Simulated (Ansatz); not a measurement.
A trial cell of Ge₄MoW, before relaxation:

```
CELL_PARAMETERS angstrom
3.66443 0.00000 0.00000
0.00000 9.11276 0.00000
0.00000 0.00000 6.73529
ATOMIC_POSITIONS crystal
Ge 0.50000 0.29070 0.13500
Ge 0.00000 0.79070 0.36500
Ge 0.50000 0.70930 0.63500
Ge 0.00000 0.20930 0.86500
Ge 0.50000 0.88190 0.06310
Ge 0.00000 0.38190 0.43690
Ge 0.50000 0.11810 0.56310
Ge 0.00000 0.61810 0.93690
Mo 0.50000 0.42160 0.75020
Mo 0.50000 0.57840 0.25020
W 0.00000 0.92160 0.74980
W 0.00000 0.07840 0.24980
```

Method: DFT PBE, scalar-relativistic, plane waves, PAW (Ansatz). Cutoff 420 eV, Gaussian smearing, Γ-centred meshes. Cell and atoms relax first on a coarse mesh and then on a finer one. In between, the cell is made exact in the group found at 0.06 Å. In metals the finer mesh still leaves noise of several meV/atom or more. The steps can't lower the symmetry of their start. No spin polarisation in the relaxation; trial moments died out in a coarse test.

A guess keeps its type if space group and coordination stay and the shape of the cell changes little (axis ratios within about 15 %, angles within 6°); the volume may change.

Question: Does it keep its structure type, or change into something else?

Answer: It keeps its type. The symmetry stays Pmc2_1 (No. 26). The volume per atom shrinks by 14.3 %, from 18.7 to 16.1 Å³. The shortest distance goes from 2.69 Å (Ge–Ge) to 2.56 Å (Ge–Ge). Counting neighbours within 15 % of an atom's shortest distance, the start has Ge 8/9, Mo 9, W 9 and the end Ge 8/9, Mo 9, W 9.

The last run used a 12×6×6 mesh (in the run's order of axes) for its 12-atom cell and Gaussian smearing of 0.10 eV. These runs have no spin–orbit coupling, which can matter for W. A later test with randomly moved atoms came back to the same energy, though modes that don't fit the test's cell weren't probed.

In counts of neighbours, a slash parts the counts of unlike sites.
